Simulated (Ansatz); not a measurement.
## Nb-93 nuclear quadrupole resonance in Nb3Pb

Cell: an entry of the Crystallography Open Database (COD).

Space group Pm-3n (No. 223); a = 5.3190 Å.

| site | Wyckoff | site symmetry | x | y | z |
| --- | --- | --- | --- | --- | --- |
| Nb | 6c | -4m.2 | 0.2500 | 0.0000 | 0.5000 |
| Pb | 2a | m-3. | 0.0000 | 0.0000 | 0.0000 |

One atom of each set is listed.

The numbers come from a DFT calculation in Ansatz (PBE, plane waves and PAW, scalar-relativistic, 420 eV cutoff, Γ-centred 6×6×6 k-points, Fermi–Dirac smearing 0.05 eV).

Nb-93: I = 9/2, Q = -320.0 mb (year-2017 value). Static lattice, zero field.

(1) Predict the zero-field Nb-93 lines of each site.

Answers

(1) For I = 9/2 and η = 0 the lines are |C_Q|/24 times 1, 2, 3 and 4; η shifts the lowest up most.

```csv
site,atoms,V_zz (10²¹ V/m²),C_Q (MHz),η,line frequencies (MHz)
Nb,6,3.62,-28.0,0.00,"1.17, 2.33, 3.50, 4.67"
```

An axis of threefold or higher order runs through Nb, so V_zz lies along it and η is zero.

At this cell the principal stresses reach 5 GPa in size with PBE, which can matter for small gradients. The run finds no gap above 0.1 eV (a metal, or nearly one), so the gradients can move by 10 % or more with the k-mesh. Without spin–orbit coupling the gradients at and beside Pb can be off by some per cent, at some sites by more.
